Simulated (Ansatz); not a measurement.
## Si3BTe2: stable or not

It was reached by relaxing an invented guess, and it needn't be the stable form of this composition.

These are results of Ansatz 0.2.0, DFT PBE, scalar-relativistic, plane waves, PAW, not measurements. The final run on the 6-atom cell used 420 eV, a Γ-centred 10×10×4 mesh, 0.10 eV smearing and no spin polarisation.

```cif
data_structure
_symmetry_space_group_name_H-M 'Pmm2'
_symmetry_Int_Tables_number 25
_cell_length_a 3.5487
_cell_length_b 3.7113
_cell_length_c 11.3046
_cell_angle_alpha 90.000
_cell_angle_beta 90.000
_cell_angle_gamma 90.000
_cell_volume 148.88
loop_
_atom_site_label
_atom_site_type_symbol
_atom_site_symmetry_multiplicity
_atom_site_Wyckoff_symbol
_atom_site_fract_x
_atom_site_fract_y
_atom_site_fract_z
_atom_site_occupancy
Si1 Si 1 c 0.50000 0.00000 0.96846 1
Si2 Si 1 a 0.00000 0.00000 0.83544 1
Si3 Si 1 b 0.00000 0.50000 0.14848 1
B1 B 1 d 0.50000 0.50000 0.05743 1
Te1 Te 1 a 0.00000 0.00000 0.30747 1
Te2 Te 1 b 0.00000 0.50000 0.68271 1
```

Formation energies are uncorrected and refer to the elements' standard structures at the same level.

Task: These tests were run: energy against the elements; phonons at Γ. What do they show?

Result:

```
                       test                       result
energy against the elements                +0.05 eV/atom
               phonons at Γ  lowest optical mode 50 cm⁻¹
```

It fails one test: energy against the elements. It may still be a metastable minimum.

No dispersion correction is applied, so the spacing and binding between layers, chains or molecules are poorly described. These runs have no spin–orbit coupling, which can matter for Te. An odd number of electrons in the primitive cell allows no gap without spin; a larger cell or a magnetic state could open one. The cell is a metal run without spin; a magnetic state may lie lower. The reference form of Te is held partly by dispersion forces, which this level lacks. The run for the phonons used a 10×10×4 k mesh and Fermi–Dirac smearing of 0.15 eV.
